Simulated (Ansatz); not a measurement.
Input:

Relaxed KZnF3 (cubic perovskite):

```yaml
crystal:
  lattice:
    - [8.25492, 0.00000, 0.00000]
    - [4.12746, 4.12746, 0.00000]
    - [4.12746, 0.00000, 4.12746]
  atoms:
    - { symbol: K, position: [0.00000, 0.00000, 0.00000] }
    - { symbol: K, position: [0.50000, 0.00000, 0.00000] }
    - { symbol: Zn, position: [0.75000, 0.50000, 0.50000] }
    - { symbol: Zn, position: [0.25000, 0.50000, 0.50000] }
    - { symbol: F, position: [0.50000, 0.50000, 0.50000] }
    - { symbol: F, position: [0.00000, 0.50000, 0.50000] }
    - { symbol: F, position: [0.00000, 0.00000, 0.50000] }
    - { symbol: F, position: [0.50000, 0.00000, 0.50000] }
    - { symbol: F, position: [0.00000, 0.50000, 0.00000] }
    - { symbol: F, position: [0.50000, 0.50000, 0.00000] }
```

The atoms are displaced by Q × the pattern below (from a DFPT mode at R = (0.5, 0.5, 0.5), largest move 1; Q in Å), at fixed cell. It is one choice among 2 degenerate patterns. (q is in reciprocal vectors of the primitive cell; the cell shown is doubled to hold the pattern.)

```tsv
atom	x	y	z
F5	-0.354	0.000	0.000
F6	0.354	0.000	0.000
F7	0.000	-0.646	0.000
F8	0.000	0.646	0.000
F9	0.000	0.000	1.000
F10	0.000	0.000	-1.000
```

Atoms not listed stay in place.

All values below come from PBE (plane waves to 420 eV, PAW, scalar-relativistic; Ansatz, a first-principles code). k mesh 8×8×8 (Γ-centred), Fermi-Dirac smearing 0.05 eV. Energies are smeared free energies. KZnF3 was relaxed with its symmetry unable to fall. ΔE is measured from the undisplaced structure.

The scan covers Q from -0.280 to 0.280 Å in 13 points.

**Question.** Which space group does the distorted structure have?

**Answer.** Fmmm (No. 69), lowered from Pm-3m.

**Question.** What is the energy change at Q = 0.280 Å?

**Answer.** 625 meV/cell.

**Question.** What harmonic wavenumber does the curvature at Q = 0 give?

**Answer.** 224 cm⁻¹.

(A displaced cell: forces are minus the slopes of the energy, force constants its curvatures, and phonons follow from these.)
